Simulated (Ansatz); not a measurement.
W (bcc, W type)

```
W
1.0
   -1.58492     1.58492     1.58492
    1.58492    -1.58492     1.58492
    1.58492     1.58492    -1.58492
W
1
Direct
  0.00000   0.00000   0.00000
```

This relaxed cell (volume V₀) is scaled evenly in all directions, its shape held. Symmetry pins the atoms to their sites.

Level of theory: r2SCAN (plane waves to 500 eV, PAW, scalar-relativistic; Ansatz, an electronic-structure program). k mesh 21×21×21 (Γ-centred), Fermi-Dirac smearing 0.05 eV. E stands for the smeared free energy. Compression counts positive. Spin-orbit coupling is left out, though W is heavy. The PAW data are Ansatz's earlier set. W is run without spin polarisation. W was relaxed with its symmetry unable to fall. ΔE is measured from the relaxed starting cell. The last digit holds for this mesh only.

| V (Å³/atom) | ΔE (meV/atom) |
|---|---|
| 14.333 | 189.1 |
| 14.731 | 101.4 |
| 15.129 | 43.0 |
| 15.527 | 10.3 |
| 15.925 | 0.0 |
| 16.323 | 9.5 |
| 16.721 | 36.6 |
| 17.120 | 79.1 |
| 17.518 | withheld |

Task: Fit a third-order Birch-Murnaghan form (E₀, V₀, B₀, B₀′ free) to the given rows and predict ΔE at V = 17.518.

Result: Least squares on the 8 given rows: ΔE = E₀ + (9V₀B₀/16)·y²·[2 + (B₀′ − 4)y], y = (V₀/V)^(2/3) − 1, with V₀ = 15.923 Å³/atom, B₀ = 319.0 GPa (160.2 GPa = 1 eV/Å³; the term in eV is multiplied by 1000), B₀′ = 4.12, E₀ = -0.01 meV/atom; root-mean-square residual 0.04 meV/atom. At 17.518 the fit gives 135.1 meV/atom; the calculation gives 135.2 meV/atom, so the extrapolation is off by -0.1 (-0.1 %). For the pressure the fit gives -25.0 GPa against the computed -25.1 GPa.

(Under strain, the slope of the energy per volume gives the stress and its curvature an elastic modulus.)
